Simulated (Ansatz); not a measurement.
Values for one crystal, relaxed and computed with r²SCAN (plane waves, PAW; program Ansatz); other levels are named.

```yaml
volume_per_atom: 22.03 Å³
band_gap: 5.12 eV (smallest direct gap 5.13 eV)
Pressure derivative B′: 3.7
Young's modulus: 30.9 GPa
HSE06 gap on the r²SCAN cell: 6.14 eV
Poisson's ratio: 0.44
Elastic constants (relaxed ions, GPa): C11 = 95.5, C12 = 83.5, C44 = 15.9
```

Question: Pick the material that matches.
A. Si, P6_3/mmc (Si on 4f)
B. Si, P4_32_12 (Si on 4a, Si on 8b)
C. Ge, P6_3/mmc (Ge on 4e, Ge on 4f)
D. C, Fd-3m (C on 8b, C on 32e)

Answer: D, C, Fd-3m (C on 8b, C on 32e)

The start of the workflow was typed in or built on a structure type. Its sites differ from those of the usual phase in this space group: another stacking or structure type. The cell was relaxed with r²SCAN under the symmetry of its start; whether a distortion lowers the energy is not shown.

Potentials: the earlier of the program's two PAW sets.
